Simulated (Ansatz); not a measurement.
Relaxed-ion elastic tensor of CaO in space group P6_3/mmc (No. 194; Ca on 2d, O on 2c) in GPa (Voigt order), the program Ansatz at the LDA level (PAW); density 3.01 g/cm³, 15.49 Å³ per atom.

```tsv
	1	2	3	4	5	6
1	135	108	52.8	0.0	0.0	0.0
2	108	135	52.8	0.0	0.0	0.0
3	52.8	52.8	232	0.0	0.0	0.0
4	0.0	0.0	0.0	64.0	0.0	0.0
5	0.0	0.0	0.0	0.0	64.0	0.0
6	0.0	0.0	0.0	0.0	0.0	13.6
```

Q: Is the crystal mechanically stable?

A: Yes: the smallest eigenvalue of C is 13.6 GPa.

Q: Work out the Voigt, Reuss and Hill averages.

A: K_V = 103, K_R = 103, K_H = 103; G_V = 47.6, G_R = 26.2, G_H = 36.9 GPa.

Q: Give Young's modulus, Poisson's ratio, Pugh's ratio and the universal anisotropy index.

A: E = 9KG/(3K + G) = 98.9 GPa; ν = 0.34; K/G = 2.79 (ductile by the Pugh limit of 1.75); A_U = 5G_V/G_R + K_V/K_R − 6 = 4.08.

Q: Estimate the sound speeds and the Debye temperature.

A: v_l = √((K + 4G/3)/ρ) = 7110 m/s, v_t = √(G/ρ) = 3500 m/s, mean 3930 m/s; Θ = (h/k)(3n/4πV)^(1/3) v_m = 470 K.

Q: How much does each axis shrink under pressure?

A: Linear compressibilities β_i = Σ_j S_ij (j = 1 to 3): x 3.5, y 3.5, z 2.7 per TPa.

The workflow started from a Materials Project entry (that database holds measured and hypothetical structures alike); the Crystallography Open Database copy checked does not list it. It is not the phase usual at ambient conditions (space group No. 225). The LDA relaxation kept the symmetry of its start; phonons on a q-mesh show no instability.

Potentials: the later of the program's two PAW sets.
